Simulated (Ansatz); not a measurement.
Consider the following.

MoSe$_{2}$:
Space group P6₃/mmc (No. 194); a = b = 3.277 Å, c = 12.735 Å, α = β = 90.00°, γ = 120.00°

| atom | site | symmetry | x | y | z |
|---|---|---|---|---|---|
| Se | 4f | 3m. | 0.6667 | 0.3333 | 0.1186 |
| Mo | 2c | -6m2 | 0.3333 | 0.6667 | 0.2500 |

This is the PBE+D3(BJ)-relaxed structure.

Q: All from PBE+D3(BJ) (plane waves, PAW; program Ansatz), unless another level is named. Give the gap with spin–orbit coupling.

A: 0.73 eV.

Q: What about the formation energy from the elements (no fitted shifts)?

A: -0.68 eV/atom.

Q: And the electron effective mass with spin–orbit coupling?

A: 0.47, 0.47, 0.67 mₑ (principal values).

Space group P6_3/mmc. The cell was relaxed with PBE+D3(BJ) under the symmetry of its start; phonons on a q-mesh show no instability. No spin polarisation was allowed. The references are the lowest solids computed at this level, not always the standard phases. Scalar-relativistic: spin–orbit coupling is off unless named, which matters more the heavier the elements.

Potentials: the later of the program's two PAW sets.
